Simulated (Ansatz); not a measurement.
Sn₂PbSe₃ in space group P-3m1 (No. 164; Sn on 2d, Pb on 1a, Se on 2d, Se on 1b) under volume change, PBEsol in the plane-wave PAW code Ansatz, shape and atoms relaxed at each volume.

```tsv
V (Å³/atom)	E − E(relaxed) (meV/atom)	P (GPa)
24.594	43.9	6.31
25.404	18.3	3.85
26.215	4.3	1.76
27.026	0.0	-0.02
27.837	4.0	-1.54
28.648	15.2	-2.83
29.458	32.3	-3.93
```

**Question.** What does a third-order Birch–Murnaghan fit give for V₀, B₀ and B′?

**Answer.** V₀ = 27.02 Å³/atom, B₀ = 54.8 GPa, B′ = 4.3.

The first step of the workflow began from a Materials Project structure, measured or hypothetical; the Crystallography Open Database copy checked does not list it. With Sn and Pb taken as one species the cell has the higher symmetry Fm-3m, so it may be an ordered model of a mixed-site phase. Whether it is the stable phase at ambient conditions was not checked. Symmetry was held in the PBEsol relaxation; of distortions, only those at the zone centre were tested. Spin–orbit coupling is left out wherever it is not named.

Potentials: the later of the program's two PAW sets.
